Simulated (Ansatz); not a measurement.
Consider the following.

ScSi:
```yaml
crystal:
  lattice:
    - [3.32005, 0.00000, 0.00000]
    - [0.00000, 3.32005, 0.00000]
    - [0.00000, 0.00000, 3.32005]
  atoms:
    - { symbol: Sc, position: [0.00000, 0.00000, 0.00000] }
    - { symbol: Si, position: [0.50000, 0.50000, 0.50000] }
```

This is the r²SCAN-relaxed structure.

### Question
All from r²SCAN (plane waves, PAW; program Ansatz), unless another level is named. Estimate the bulk modulus (Birch–Murnaghan fit).

### Answer
87.9 GPa.

### Question
And the elastic constants (relaxed ions, GPa)?

### Answer
C11 = -7.1, C12 = 135, C44 = -72.0.

Space group Pm-3m (CsCl type). A made-up cell: these elements were put on the sites of a structure type; neither database checked (COD, Materials Project) lists it. Its standing as an ambient phase is unchecked. The r²SCAN relaxation kept the symmetry of its start. At this level the phase is mechanically unstable. The run is not spin-polarised. As this level gives no gap, shear constants depend on the k-mesh and smearing (Fermi–Dirac, 0.1 eV here).

Potentials: the later of the program's two PAW sets.
